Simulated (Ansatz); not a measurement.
CoSi₂:
```yaml
crystal:
  lattice:
    - [0.00000, 2.65631, 2.65631]
    - [2.65631, 0.00000, 2.65631]
    - [2.65631, 2.65631, 0.00000]
  atoms:
    - { symbol: Co, position: [0.00000, 0.00000, 0.00000] }
    - { symbol: Si, position: [0.75000, 0.75000, 0.75000] }
    - { symbol: Si, position: [0.25000, 0.25000, 0.25000] }
```

Relaxed with PBEsol. Special points in fractions of this cell's reciprocal vectors: Γ (0.000, 0.000, 0.000); X (0.500, 0.000, 0.500); U (0.625, 0.250, 0.625); K (0.375, 0.375, 0.750); L (0.500, 0.500, 0.500); W (0.500, 0.250, 0.750).

List the band energies nearest the Fermi level at these points for PBEsol (plane waves, PAW; program Ansatz).

In eV from the Fermi level; about four levels below and three above (degenerate sets whole), none deeper than 8.9 eV; points with the same levels are listed once.

| k | below | above |
|---|---|---|
| Γ | -4.19 -4.19 -4.19 -1.97 -1.97 | 1.03 3.44 3.44 3.44 |
| X | -2.02 -2.02 -1.99 -1.36 | 1.72 2.91 8.61 |
| U | -2.30 -1.82 -1.25 -0.98 | 2.07 4.99 5.96 |
| L | -1.68 -1.68 -0.47 -0.47 | 2.74 3.53 3.53 |
| W | -2.36 -2.36 -2.02 -1.49 -0.68 | 3.77 3.77 5.81 |

Space group Fm-3m (fluorite or antifluorite type). The cell was relaxed with PBEsol under the symmetry of its start. No spin polarisation was allowed.

Potentials: the earlier of the program's two PAW sets. The files were generated under PBE; for other functionals the program regenerates the frozen cores, and for LDA and PBEsol the local potential too.
